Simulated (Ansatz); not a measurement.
Starting cell, Ga (space group Cmce):

```xyz
8
Lattice="4.5746 -7.7399 0.0000 2.2873 3.8700 0.0000 0.0000 0.0000 4.5877" Properties=species:S:1:pos:R:3 pbc="T T T"
Ga     2.2873     2.6600     4.2103
Ga     4.5746    -1.2099     4.2103
Ga     2.2873    -2.6600     0.3774
Ga     4.5746    -6.5300     0.3774
Ga     2.2873     1.2099     1.9164
Ga     4.5746    -2.6600     1.9164
Ga     2.2873    -1.2099     2.6713
Ga     4.5746    -5.0799     2.6713
```

A phonon eigenvector at S = (0.5, 0.0, 0.0) is frozen into this cell: atom i moves by Q times the vector below, so Q is the largest atomic displacement, in Å. The cell is held. It is one choice among 2 degenerate patterns. (q is in reciprocal vectors of the primitive cell; the cell shown is doubled to hold the pattern.)

```json
[
 {"atom": "Ga1", "x": "-0.103", "y": "-0.039", "z": "-0.015"},
 {"atom": "Ga2", "x": "0.103", "y": "0.039", "z": "0.015"},
 {"atom": "Ga3", "x": "-0.778", "y": "0.334", "z": "0.062"},
 {"atom": "Ga4", "x": "0.778", "y": "-0.334", "z": "-0.062"},
 {"atom": "Ga5", "x": "-0.448", "y": "0.295", "z": "-0.065"},
 {"atom": "Ga6", "x": "0.448", "y": "-0.295", "z": "0.065"},
 {"atom": "Ga7", "x": "-0.892", "y": "0.444", "z": "-0.088"},
 {"atom": "Ga8", "x": "0.892", "y": "-0.444", "z": "0.088"}
]
```

Level of theory: PBE (plane waves to 420 eV, PAW, scalar-relativistic; Ansatz, a program for electronic structure). k mesh 6×12×10 (Γ-centred), Fermi-Dirac smearing 0.05 eV. Energies are smeared free energies. With partly filled bands, energies and forces of such displacements shift with the k mesh and the smearing. Ga was relaxed with its symmetry unable to fall. The zero of ΔE is the undisplaced structure.

Q: Estimate the ΔE (meV/cell) for Q (Å) = -0.100, -0.083, -0.067, 0.050, 0.083.

A: 
```json
[
 {"Q (Å)": "-0.100", "ΔE (meV/cell)": "93"},
 {"Q (Å)": "-0.083", "ΔE (meV/cell)": "65"},
 {"Q (Å)": "-0.067", "ΔE (meV/cell)": "41"},
 {"Q (Å)": "0.050", "ΔE (meV/cell)": "23"},
 {"Q (Å)": "0.083", "ΔE (meV/cell)": "65"}
]
```

(For displaced atoms, the force is minus the slope of the energy, and its curvature is a force constant, which sets phonon frequencies.)
